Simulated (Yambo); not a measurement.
How GW settings move the gap: WO$_{3}$

G0W0@PBEsol for WO3 (space group Pmma, No. 51) in Yambo. Reference settings: 2×4×4 Γ-centred k mesh, bands 3 to 177 and a 7 Ry block in the screening, 177 bands in G with the Bruneval-Gonze terminator, plasmon pole fitted at 27.2 eV. The PBEsol gap (0, -0.5, -0.5) → Γ on this mesh is 0.54 eV; G0W0 gaps are taken between the same points.

```json
[
 {"change from the reference": "reference settings", "G0W0 gap (0, -0.5, -0.5) → Γ (eV)": "1.35", "shift of the valence edge (eV)": "-0.02"},
 {"change from the reference": "75 bands in G", "G0W0 gap (0, -0.5, -0.5) → Γ (eV)": "1.39", "shift of the valence edge (eV)": "0.00"},
 {"change from the reference": "89 bands in W", "G0W0 gap (0, -0.5, -0.5) → Γ (eV)": "1.47", "shift of the valence edge (eV)": "0.08"},
 {"change from the reference": "3 Ry block", "G0W0 gap (0, -0.5, -0.5) → Γ (eV)": "1.60", "shift of the valence edge (eV)": "-0.06"}
]
```

The reference isn't shown to be the converged limit.

Spin-orbit coupling is left out, which matters for elements this heavy: edges can move by tenths of an eV.

Geometry of the Materials Project entry, not relaxed at this level; primitive cell a = 7.7203 Å, b = 3.8597 Å, c = 3.8668 Å, α = β = γ = 90.00°.

The structure is a Materials Project entry; no match was found in the copy of COD used, and its stability was not checked.

A shift is the quasiparticle energy of the state minus its PBEsol energy.
